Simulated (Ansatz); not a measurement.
Task: C in space group Fd-3m (No. 227; C on 8b, C on 32e) is relaxed with DFT-PBE in the program Ansatz with PAW potentials. What lattice parameters of the conventional cell result?

Result: a = 9.634 Å.

Task: Give the free coordinates with the occupied sites.

Result: In one choice of origin and axes:

| atom | site | symmetry | x | y | z |
|---|---|---|---|---|---|
| C | 8b | -43m | 0.5000 | 0.5000 | 0.5000 |
| C | 32e | .3m | 0.5888 | 0.5888 | 0.5888 |

Task: Is it a metal or does it have a gap at this level?

Result: A gap of 4.67 eV.

The start of the workflow was typed in or built on a structure type. Its sites differ from those of the usual phase in this space group: another stacking or structure type. The PBE relaxation kept the symmetry of its start; its stability against distortions is not shown here.

Potentials: the earlier of the program's two PAW sets.
